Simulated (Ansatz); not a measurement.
YIn (CsCl type, space group No. 221) at seven volumes, DFT-r²SCAN in the program Ansatz with PAW potentials, scaled uniformly. One row is withheld.

```
V (Å³/atom)  P (GPa)
-----------  -------
24.110          6.89
24.905          4.23
25.700          1.96
26.495          0.00
27.290         -1.69
28.085         -3.16
28.879             ?
```

### Question
Fit the shown pressures and predict the withheld one.

### Answer
Third-order Birch–Murnaghan: P = (3/2)B₀(x^(7/2) − x^(5/2))[1 + (3/4)(B′ − 4)(x − 1)] with x = (V₀/V)^(2/3). Least squares on the six rows gives V₀ = 26.494 Å³/atom, B₀ = 60.68 GPa, B′ = 3.93. At V = 28.879, x = 0.9442 and P = -4.42 GPa. The run itself gave -4.43 GPa.

Space group Pm-3m (CsCl type). The workflow started from an entry of the Crystallography Open Database (COD). Its standing as an ambient phase is unchecked. Symmetry was held in the r²SCAN relaxation; its stability against distortions is not shown here. No spin polarisation was allowed.

Potentials: the later of the program's two PAW sets.
